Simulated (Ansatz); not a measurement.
A surface is cut from this relaxed crystal of Au:

```cif
data_structure
_symmetry_space_group_name_H-M 'P 1'
_symmetry_Int_Tables_number 1
_cell_length_a 2.8628
_cell_length_b 2.8628
_cell_length_c 2.8628
_cell_angle_alpha 60.000
_cell_angle_beta 60.000
_cell_angle_gamma 60.000
_cell_volume 16.59
loop_
_atom_site_label
_atom_site_type_symbol
_atom_site_fract_x
_atom_site_fract_y
_atom_site_fract_z
_atom_site_occupancy
Au1 Au 0.00000 0.00000 0.00000 1
```

Miller indices refer to the conventional cell of Fm-3m (No. 225), a = 4.049 Å, b = 4.049 Å, c = 4.049 Å, α = 90.00°, β = 90.00°, γ = 90.00°.

The (111) slab of 5 planes, 9.3 Å thick with 15 Å of vacuum as cut; outer planes Au (top) and Au (bottom).

Level of theory: Ansatz 0.2.0, DFT LDA, scalar-relativistic, plane waves, PAW. Plane waves to 420 eV, a k mesh through Γ of 12×12×1 on the computed 5-atom cell and Gaussian smearing (0.10 eV); no spin polarisation. The cell repeats along c with a dipole correction in the vacuum.

Results for the relaxed slab:

| Property | Result |
| --- | --- |
| Surface energy (mean of both faces) | 1.13 J/m² |
| Work function | 5.62 eV |

Relaxation lowers the energy by 0.003 J/m² a face; the largest move is 0.019 Å.

| plane (bottom to top) | atoms | spacing to next, bulk (Å) | relaxed (Å) | change (%) |
| --- | --- | --- | --- | --- |
| 1 | Au | 2.337 | 2.354 | +0.7 |
| 2 | Au | 2.337 | 2.319 | -0.8 |
| 3 | Au | 2.337 | 2.319 | -0.8 |
| 4 | Au | 2.337 | 2.354 | +0.7 |
| 5 | Au |  |  |  |

Spin-orbit coupling is left out, which matters for the bands of heavy elements.